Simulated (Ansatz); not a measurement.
Bi2TeO2 in space group P-3m1 (No. 164; Bi on 2d, Te on 1b, O on 2d) at seven volumes, the program Ansatz at the PBE level (PAW), shape and atoms relaxed at each. One row is withheld.

| V (Å³/atom) | P (GPa) |
|---|---|
| 19.658 | 9.25 |
| 20.306 | 5.60 |
| 20.954 | 2.55 |
| 21.602 | 0.00 |
| 22.250 | -2.11 |
| 22.899 | -3.84 |
| 23.547 | ? |

Fit the shown pressures and predict the withheld one.

Third-order Birch–Murnaghan: P = (3/2)B₀(x^(7/2) − x^(5/2))[1 + (3/4)(B′ − 4)(x − 1)] with x = (V₀/V)^(2/3). Least squares on the six rows gives V₀ = 21.605 Å³/atom, B₀ = 76.86 GPa, B′ = 5.15. At V = 23.547, x = 0.9442 and P = -5.30 GPa. The run itself gave -5.26 GPa.

The start of the workflow was typed in or built on a structure type; neither database checked (COD, Materials Project) lists it. Whether it is the stable phase at ambient conditions was not checked. The PBE relaxation kept the symmetry of its start; whether a distortion lowers the energy is not shown. The volume moved by 26 % from the start of the relaxation. Scalar-relativistic: spin–orbit coupling is off unless named, which matters more the heavier the elements.

Potentials: the later of the program's two PAW sets.
